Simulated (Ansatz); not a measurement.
A plane-wave DFT run in Ansatz 0.2.0 (scalar-relativistic PAW potentials unless the input names others): input and command.

```yaml
crystal:
  lattice:
    - [0.0, 1.9691, 1.9691]
    - [2.03, -0.0609, 2.03]
    - [2.03, 2.03, -0.0609]
  atoms:
    - { symbol: W, position: [0.0, 0.0, 0.0] }
basis:
  ecutwfc: 420
kpoints:
  mp_grid: { grid: [20, 20, 20] }
hamiltonian:
  xc: pbesol
scf:
  occupations: { method: gaussian, width: 0.15 }
  mixing: { algorithm: broyden, beta: 1.0, ndim: 1, preconditioner: none }
  max_iter: 100
output:
  forces: true
  eigenvalues: true
  stress: true
```

```bash
ansatz run input.yaml --threads 1 --pin off --max-ram 2560MiB --backend cpu --events-out ev --progress --plain --runs-dir out
```

Abridged log:
```
Basis set: ecut = 420 eV, 331 PW (Γ), exchange–correlation on 40×40×40 points (8 copies of the dense FFT grid, shifted against one another)
Bands: 11, of which v1, the nominal top of the filled ones, is band 7 counted from 1 (6 counted from 0)
Symmetry: 8 space group operations
k-points: 1166 of 8000
SCF iter   1: F=—  HF=-10256.065988 eV  |F-HF|=—  |Δ(HF+E_count)|=         —  Δρ=4.74e-3  dr2=1.32e-3  ethr=1.77e-3  ⟨swp⟩=5.0  Hψ=69617  notcnv=0
SCF iter   2: F=—  HF=-10256.065463 eV  |F-HF|=—  |Δ(HF+E_count)|=   5.25e-4  Δρ=6.82e-4  dr2=7.08e-5  ethr=9.46e-6  ⟨swp⟩=1.9  Hψ=25114  notcnv=0  κ⁻¹=1.0e0(r=1)
SCF iter   3: F=—  HF=-10256.065440 eV  |F-HF|=—  |Δ(HF+E_count)|=   2.25e-5  Δρ=2.85e-4  dr2=1.43e-5  ethr=5.06e-7  ⟨swp⟩=2.0  Hψ=19087  notcnv=0  κ⁻¹=1.0e0(r=1)
SCF iter   4: F=—  HF=-10256.065434 eV  |F-HF|=—  |Δ(HF+E_count)|=   6.40e-6  Δρ=4.57e-5  dr2=2.91e-7  ethr=1.02e-7  ⟨swp⟩=2.0  Hψ=19023  notcnv=0  κ⁻¹=1.0e0(r=1)
SCF iter   5: F=-10256.065434 eV  HF=-10256.065434 eV  |F-HF|=1.51e-8  |Δ(HF+E_count)|=   1.29e-7  Δρ=1.24e-5  dr2=2.09e-8  ethr=7.14e-10  ⟨swp⟩=6.0  Hψ=61302  notcnv=0
SCF 1 converged in 5 iterations: F = -10256.065434 eV  dr2 = 2.09e-8
SCF converged after 5 iterations
Stability not checked: this state was not tested for a lower state beside it, because the mixer in use, unlike msr1, does not test its closes by its own steps (another_mixer; see scf.mixing.algorithm and scf.lower_state_search)
Free energy (F): -10256.065434 eV
Harris-Foulkes:  -10256.065434 eV  (|F-HF|=1.51e-8)
Internal energy: -10256.053316 eV  (E = F + TS)
E sigma→0 (E₀):  -10256.059375 eV
Entropy (-TS):   -0.012118 eV (-12.118 meV/atom)
Fermi energy:    20.732518 eV
--- Forces (eV/Å), atoms counted from 1 ---
  atom   1  W      0.00000000     0.00000000     0.00000000
--- Stress (GPa, compression-positive) ---
      -10.637672       0.000000       0.000000
        0.000000     -12.490234      -4.416955
        0.000000      -4.416955     -12.490234
  P = ⅓ Tr σ = -11.8727 GPa (-118.727 kbar)
```

One setting here is unusual or wrong in general: mixing far too strong (scf.mixing: not typed → {"algorithm": "broyden", "beta": 1.0, "ndim": 1, "preconditioner": "none"}). For this cell it did little harm to the result: the run converged in 5 SCF iterations (reference: 6) with an energy at zero smearing within 0.01 meV/atom of the reference's, pressure -11.87 GPa, largest force 0.000 eV/Å, no gap on the mesh. A reference run from the same start on usual settings converged with pressure -11.87 GPa, largest force 0.000 eV/Å, no gap on the mesh.

Time: 8.5 s on 1 thread of Arm Neoverse V2 (shared host), peak memory 0.47 GiB.